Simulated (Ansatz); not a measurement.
This run works on a generated trial structure, not on a known crystal.

Input and command of a plane-wave DFT calculation in Ansatz:

```yaml
crystal:
  lattice:
    - [3.36733634, 0.0, 0.0]
    - [-1.68366817, 2.91619882, 0.0]
    - [0.0, 0.0, 13.234097]
  atoms:
    - { symbol: Sc, position: [0.0, 0.0, 0.63212502] }
    - { symbol: Sc, position: [0.66666667, 0.33333333, 0.37167799] }
    - { symbol: Sc, position: [0.66666667, 0.33333333, 0.132318] }
    - { symbol: Sc, position: [0.0, 0.0, 0.868635] }
    - { symbol: Si, position: [0.0, 0.0, 0.036584] }
    - { symbol: S, position: [0.0, 0.0, 0.253721] }
    - { symbol: S, position: [0.66666667, 0.33333333, 0.74893999] }
basis:
  ecutwfc: 420
kpoints:
  mp_grid: { grid: [6, 6, 2] }
hamiltonian:
  xc: pbe
scf:
  occupations: { method: gaussian, width: 0.2 }
  lower_state_search: "off"
output:
  forces: true
  stress: true
  eigenvalues: true
relax:
  adjacent_minimum: "off"
  f_tol: 0.08
  max_steps: 16
  cell: { stress_tol: 0.8 }
```

```bash
ansatz run input.yaml --threads 1 --pin off --max-ram 2560MiB --backend cpu --events-out ev --progress --plain --runs-dir out
```

Processor: AMD EPYC (Zen 3), 1 thread, on a host shared with other jobs.

How long does it run, and how much memory does it take?

About 2.7 min, peak memory 0.4 GiB. It solves 37 bands at 14 k points (after reduction by symmetry) with about 2819 plane waves (on the last cell), in 51 SCF iterations over 7 ionic steps.
